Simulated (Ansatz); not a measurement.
A geometry of ZrO2 away from equilibrium: step 3 of the relaxation of a relaxed ZrO2 cell displaced along its unstable phonon at q = (½, ½, ½) of its primitive reciprocal cell (223i cm⁻¹), largest move 0.15 Å. Computed with PBEsol (plane waves to 420 eV, PAW, scalar-relativistic; Ansatz, an electronic-structure program). Γ-centred k-mesh 9×9×9 on the run's cell (coarser than for final values), Fermi–Dirac smearing 0.05 eV. The plane waves were selected for a different cell earlier on the path.

```
ZrO2
1.0
    3.15009     1.81162    10.06942
    0.00000     1.81162    10.06942
    1.57505    -0.91296    10.07070
Zr O
2 4
Direct
  0.99847   0.99854   0.00305
  0.49618   0.99644   0.00764
  0.83850   0.22536   0.32300
  0.40607   0.29255   0.18787
  0.82806   0.44146   0.34388
  0.26602   0.37904   0.46797
```

Give the Cartesian forces on all atoms (eV/Å).


| atom | Fx | Fy | Fz |
|---|---|---|---|
| Zr1 | 0.00 | -0.19 | 0.02 |
| Zr2 | 0.00 | -0.19 | -0.01 |
| O3 | 0.00 | -0.18 | -0.10 |
| O4 | 0.00 | 0.37 | -0.12 |
| O5 | 0.00 | 0.37 | 0.12 |
| O6 | 0.00 | -0.18 | 0.10 |

The path ends in R-3m (No. 166). No spin polarisation in the result. Without a van der Waals term the distances between weakly bound units are poorly fixed.

The run could not lose the symmetry of its start, so the end can be a saddle point.

The end of the path is a generated cell of ZrO2: the first start was made by placing the elements on the sites of a structure type, and the end was not matched to a known phase here, so it may be hypothetical. Known forms of ZrO2 include space group No. 14, 137, 225.
